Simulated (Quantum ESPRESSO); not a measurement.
Field gradients of Ca3MgO4 from PBE PAW (JTH datasets; density from pw.x of a modified build of Quantum ESPRESSO, gradients reconstructed from it by a script), 22.5 Ha, k-mesh 5×5×5 through Γ:

```
CELL_PARAMETERS angstrom
      4.72131     0.00000     0.00000
      0.00000     4.72131     0.00000
      0.00000     0.00000     4.72131
ATOMIC_POSITIONS crystal
  Mg 0.00000 0.00000 0.00000
  O  0.50000 0.00000 0.00000
  Ca 0.00000 0.50000 0.50000
  O  0.50000 0.50000 0.50000
  Ca 0.50000 0.00000 0.50000
  O  0.00000 0.00000 0.50000
  Ca 0.50000 0.50000 0.00000
  O  0.00000 0.50000 0.00000
```
The cell was made here from a computed Materials Project entry: one of 4 Ca replaced by Mg, cell and atoms relaxed (PBE without dispersion, pw.x of Quantum ESPRESSO, symmetry kept). The parent is CaO in Fm-3m. The swapped cell is a model, not a known phase. Stability against distortions was not tested.

Vzz is the sum of three terms, each taken along its main axis: the smooth valence density, the ions (nucleus and frozen core) with the augmentation charges of all other spheres, and the all-electron minus smooth density in the atom's own sphere. The split hangs on the datasets.  Cores are frozen. Against all-electron runs on small test molecules, this scheme's |Vzz| missed by −2 to +6 % on O.

```tsv
site	smooth valence density	ions and other spheres	own sphere	Vzz (a.u.)
O1 (atoms 2, 6, 8)	0.360	-0.240	(withheld)	(withheld)
```

Fill in the missing entries.


- O1 (atoms 2, 6, 8), own sphere: 0.416
- O1 (atoms 2, 6, 8), Vzz (a.u.): 0.536
